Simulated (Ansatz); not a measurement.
**Is this FeSi₂ result the lowest state?**

The cell (6 atoms) is FeSi₂ in the coordinates of a database entry, unrelaxed (space group P4/mmm, primitive cell doubled). Forces or pressure are large there, so the entry is far from the computed equilibrium and may be faulty or of a sample under other conditions. Source: COD entry 9014640; the sample's temperature and pressure aren't taken into account, and it need not be the stable phase.

Computed with DFT, r2SCAN, PAW, plane waves, scalar-relativistic in Ansatz.

```yaml
crystal:
  lattice:
    - [0.0, 2.69, 5.08]
    - [2.69, 0.0, 5.08]
    - [2.69, 2.69, 0.0]
  atoms:
    - { symbol: Fe, position: [0.0, 0.0, 0.0], spin: 4.0 }
    - { symbol: Fe, position: [0.5, 0.5, 0.5], spin: -4.0 }
    - { symbol: Si, position: [0.125, 0.125, 0.375] }
    - { symbol: Si, position: [0.625, 0.625, 0.875] }
    - { symbol: Si, position: [0.375, 0.375, 0.125] }
    - { symbol: Si, position: [0.875, 0.875, 0.625] }
magnetization:
  spin_polarized: true
hamiltonian:
  xc: r2scan
  pseudopotentials: { kind: paw }
basis:
  ecutwfc: 500
kpoints:
  mp_grid: { grid: [5, 5, 5] }
scf:
  occupations: { method: gaussian, width: 0.05 }
  lower_state_search: "off"
output:
  forces: true
  stress: true
```

Time: 43 s on 2 threads of Arm Neoverse V2 (shared host), peak memory 0.69 GiB.

The end of the output:

```
SCF converged after 41 iterations
Magnetization: -0.0027 μB (23.9986 up, 24.0014 down)
Absolute magnetization: 0.0048 μB (∫|ρ↑−ρ↓|, with the PAW one-centre terms)
Spin contamination: 0.0000 ħ² per cell (⟨S²⟩ above its minimum at these occupations)
Per-site moments (μB) at R_I (Å): [(-0.0018, 0.9434), (-0.0018, 0.9434), (8.5042e-5, 0.9434), (8.5042e-5, 0.9434), (8.5042e-5, 0.9434), (8.5042e-5, 0.9434)]
Free energy (F): -11528.604515 eV
Harris-Foulkes:  -11528.604515 eV  (|F-HF|=4.82e-10)
Internal energy: -11528.603482 eV  (E = F + TS)
E sigma→0 (E₀):  -11528.603998 eV
Entropy (-TS):   -0.001033 eV (-0.172 meV/atom)
Fermi energy:    14.412852 eV
--- Forces (eV/Å), atoms counted from 1 ---
  atom   1  Fe    -0.00000000     0.00000000    -0.00000000
  atom   2  Fe     0.00000000     0.00000000     0.00000000
  atom   3  Si     0.00000000     0.00000000     3.24828515
  atom   4  Si     0.00000000    -0.00000000     3.24828515
  atom   5  Si    -0.00000000    -0.00000000    -3.24828515
  atom   6  Si    -0.00000000     0.00000000    -3.24828515
--- Stress (GPa, compression-positive) ---
        7.479064       0.000000       0.000000
        0.000000       7.479064      -0.000000
        0.000000       0.000000       8.004598
  P = ⅓ Tr σ = 7.6542 GPa (76.542 kbar)
```

The mesh is too coarse to rank close states of a metal with certainty: differences of some tens of meV/atom may change, at times in sign.

r2SCAN tends to overstate moments and magnetic energies in itinerant metals. A small moment in a metal is sensitive to the mesh and the smearing.

Site moments are taken inside atomic spheres and don't add up to the total.

Task: The run converged. Is this the lowest state of the cell, and if not, what lies lower and how is it reached?

Result: No, on this mesh. A state 8.7 meV/atom (0.052 eV per cell) lower exists in this cell: ferromagnetic, site moments Fe1 0.36, Fe2 0.36 μB, total 0.67 μB per cell, no gap on the k-mesh. It was reached from: parallel moments, default search for lower states [Fe1 4.00, Fe2 4.00 μB]; parallel moments scaled by 0.1, plain SCF [Fe1 0.40, Fe2 0.40 μB]. The wrong state matters: the pressure is 8.2 GPa there against 7.7 GPa here, and forces differ by up to 0.28 eV/Å (largest force 2.96 there, 3.25 eV/Å here). This multiple of the primitive cell fits some opposed orders; other multiples fit others. The order of the states may change once the cell relaxes. “Lowest” means lowest among the runs made in this cell.
